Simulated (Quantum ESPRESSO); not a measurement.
NbTi2O5F3, convergence and cost over cutoff and k mesh

Computed values, not a measurement. The program is pw.x of Quantum ESPRESSO 7.5 (plane-wave density functional theory). The cell is made up: 11 atoms on a rutile lattice with one site empty, with randomly drawn elements, strain and displacements, not relaxed. PseudoDojo standard norm-conserving files (v0.5 for PBE, v0.4.1 for LDA and PBEsol) set the functional; there is no spin polarisation, spin-orbit coupling or dispersion term, and the masses in the input are unused placeholders.

Input of the run in row 4:

```
&control calculation='scf', pseudo_dir='./dojo.nc.sr.pbe.v0_5.standard.upf', outdir='./o', disk_io='medium', tprnfor=.true., tstress=.true. /
&system ibrav=0, nat=11, ntyp=4, nbnd=50, ecutwfc=84.00895049, nosym=.true., tot_charge=0,
 occupations='smearing', smearing='fd', degauss=0.0018374661
/
&electrons conv_thr=7.350e-09, electron_maxstep=60, /
ATOMIC_SPECIES
F 1.0 F.upf
Nb 1.0 Nb.upf
O 1.0 O.upf
Ti 1.0 Ti.upf
CELL_PARAMETERS angstrom
4.8087 0.0677 -0.0264
0.0677 4.7386 0.0033
-0.0337 0.0043 6.0483
ATOMIC_POSITIONS angstrom
Nb 0.0643 -0.0111 0.0159
Ti -0.0093 -0.0061 3.0439
Ti 2.3921 2.4299 4.547
O 1.4656 1.4641 0.0179
O 3.3884 3.3184 0.017
O 3.8541 0.9856 1.4957
O 0.9883 3.803 1.5042
F 1.4717 1.4473 3.0173
O 3.3719 3.3575 3.0187
F 3.8837 0.9775 4.5314
F 0.9962 3.832 4.5403
K_POINTS automatic
5 5 4 1 1 1
```

The same cell was run at these settings. Meshes are shifted by half a step, and differences are from the last row, which is itself not exact.

| cutoff (eV) | k mesh | k points solved | threshold (eV) | free energy less the last row's (eV) | pressure (GPa) | largest stress difference (GPa) | largest force difference (eV/Å) | iterations | wall time (s) | k-point pools | processor |
| --- | --- | --- | --- | --- | --- | --- | --- | --- | --- | --- | --- |
| 800 | 2 x 2 x 2 | 4 | 1e-04 | 1.815 | -25.27 | 15.74 | 0.091 | 14 | 65 | 1 | AMD EPYC, Zen 5 class |
| 1143 | 2 x 2 x 2 | 4 | 1e-07 | 0.001 | -9.79 | 0.19 | 0.039 | 21 | 176 | 1 | AMD EPYC, Zen 5 class |
| 605 | 5 x 5 x 4 | 50 | 1e-07 | 17.788 | -92.96 | 83.45 | 0.301 | 20 | 69 | 4 | Intel Xeon, 2023 or later |
| 1143 | 5 x 5 x 4 | 50 | 1e-07 | 0.004 | -9.77 | 0.03 | 0.002 | 21 | 1387 | 1 | AMD EPYC, Zen 5 class |
| 1467 | 7 x 7 x 6 | 147 | 1e-07 | 0.000 | -9.73 | 0.00 | 0.000 | 20 | 943 | 4 | Intel Xeon, 2023 or later |

Each pool is one process. Wall times include start-up and a band step at six k points, which weighs most on the coarsest meshes. The runs were on shared virtual cores whose load varied, so times are rough.